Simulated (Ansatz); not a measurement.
Ir3W:
```cif
data_Ir3W
_chemical_formula_sum 'Ir3 W1'
_space_group_name_H-M_alt 'Pm-3m'
_space_group_IT_number 221
_space_group_name_Hall '-P 4 2 3'
_cell_length_a 3.87047
_cell_length_b 3.87047
_cell_length_c 3.87047
_cell_angle_alpha 90.000
_cell_angle_beta 90.000
_cell_angle_gamma 90.000
loop_
_atom_site_label
_atom_site_type_symbol
_atom_site_symmetry_multiplicity
_atom_site_Wyckoff_symbol
_atom_site_fract_x
_atom_site_fract_y
_atom_site_fract_z
_atom_site_occupancy
Ir1 Ir 3 c 0.00000 0.50000 0.50000 1
W1 W 1 a 0.00000 0.00000 0.00000 1
```

This is the r²SCAN-relaxed structure.

**Question.** All from r²SCAN (plane waves, PAW; program Ansatz), unless another level is named. Estimate the formation energy from the elements (no fitted shifts).

**Answer.** -290 meV/atom.

**Question.** Give the density of states at the Fermi level.

**Answer.** 0.65 states/eV per atom (mean over ±0.08 eV).

The cell is a constructed one: a structure type filled with these elements; neither database checked (COD, Materials Project) lists it. COD files the formula under space group No. 194. Whether it is the stable phase at ambient conditions was not checked. The cell was relaxed with r²SCAN under the symmetry of its start; its stability against distortions is not shown here. The run is not spin-polarised. The references are the lowest solids computed at this level, not always the standard phases. Scalar-relativistic: spin–orbit coupling is off unless named, which matters more the heavier the elements.

Potentials: the earlier of the program's two PAW sets. The files were generated under PBE; for other functionals the program regenerates the frozen cores, and for LDA and PBEsol the local potential too.
